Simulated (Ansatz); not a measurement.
LaMgAu in space group P-62m (No. 189; La on 3f, Mg on 3g, Au on 2d, Au on 1a), the program Ansatz at the r²SCAN level (PAW), all energies at zero smearing, with the estimated change up to a 700 eV cutoff added, with one set of potentials and settings (totals compare only within such a set). Cell of 9 atoms (3 La, 3 Mg, 3 Au): -64070.135 eV.

```tsv
element	reference phase	E (eV/atom)
La	P6_3/mmc, 4 atoms in the cell	-6264.6784
Mg	P6_3/mmc, 2 atoms in the cell	-1926.4086
Au	Fm-3m, 1 atoms in the cell	-13163.5078
```

Formation energy per atom, worked out: (-64070.135 − 3×(-6264.6784) − 3×(-1926.4086) − 3×(-13163.5078))/9 = -0.706 eV/atom (-68 kJ per mol of atoms), at 0 K, without zero-point energy or fitted corrections.

The workflow started from an entry of the Crystallography Open Database (COD, 293 K). Its standing as an ambient phase is unchecked. Symmetry was held in the r²SCAN relaxation; whether a distortion lowers the energy is not shown. The references are the lowest solids computed at this level, not always the standard phases. Scalar-relativistic: spin–orbit coupling is off unless named, which matters more the heavier the elements.

Potentials: the later of the program's two PAW sets.
